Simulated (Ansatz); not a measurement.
Lu (hcp, Mg type), conventional cell a = b = 3.5044 Å, c = 5.4515 Å, α = β = 90.00°, γ = 120.00°. The calculation uses the primitive cell of 2 atoms, to which meshes and values per cell refer.

The volume is varied about the relaxed value V₀ at fixed cell shape. Symmetry pins the atoms to their sites.

The numbers are results of r2SCAN (plane waves to 500 eV, PAW, scalar-relativistic; Ansatz, an electronic-structure program), not measurements. k mesh 15×15×9 (Γ-centred), Fermi-Dirac smearing 0.05 eV. The energy includes the smearing's −TS. Stress and pressure are positive under compression. With the shape held, the modulus is that of even scaling; a crystal free to change shape is softer. Lu is run without spin polarisation. Lu was relaxed with its symmetry unable to fall. The PAW data are Ansatz's earlier set. ΔE is measured from the relaxed starting cell.

```json
[
 {"V (Å³/cell)": "52.18", "ΔE (eV/atom)": "0.050", "P (GPa)": "5.9"},
 {"V (Å³/cell)": "53.63", "ΔE (eV/atom)": "0.027", "P (GPa)": "4.2"},
 {"V (Å³/cell)": "55.08", "ΔE (eV/atom)": "0.011", "P (GPa)": "2.6"},
 {"V (Å³/cell)": "56.53", "ΔE (eV/atom)": "0.003", "P (GPa)": "1.2"},
 {"V (Å³/cell)": "57.98", "ΔE (eV/atom)": "0.000", "P (GPa)": "0.0"},
 {"V (Å³/cell)": "59.43", "ΔE (eV/atom)": "0.003", "P (GPa)": "-1.1"},
 {"V (Å³/cell)": "60.88", "ΔE (eV/atom)": "0.010", "P (GPa)": "-2.1"},
 {"V (Å³/cell)": "62.33", "ΔE (eV/atom)": "0.021", "P (GPa)": "-3.0"},
 {"V (Å³/cell)": "63.78", "ΔE (eV/atom)": "0.037", "P (GPa)": "-3.8"}
]
```

What the scan shows:

| Property | Result |
|---|---|
| Pressure at the smallest volume | 5.9 GPa |
| Energy cost of the largest compression | 50 meV/atom |
| Energy cost of the largest expansion | 37 meV/atom |
| Bulk modulus at fixed cell shape B₀ (third-order Birch-Murnaghan fit) | 46.8 GPa |
| Pressure derivative B₀′ (fit) | 3.5 |
| Equilibrium volume of the fit | 28.99 Å³/atom |
| Pressure for 5 % compression (fit) | 2.6 GPa |

The 9 points together took about 8 core-minutes (a rough figure).

(Under strain, the slope of the energy per volume gives the stress and its curvature an elastic modulus.)
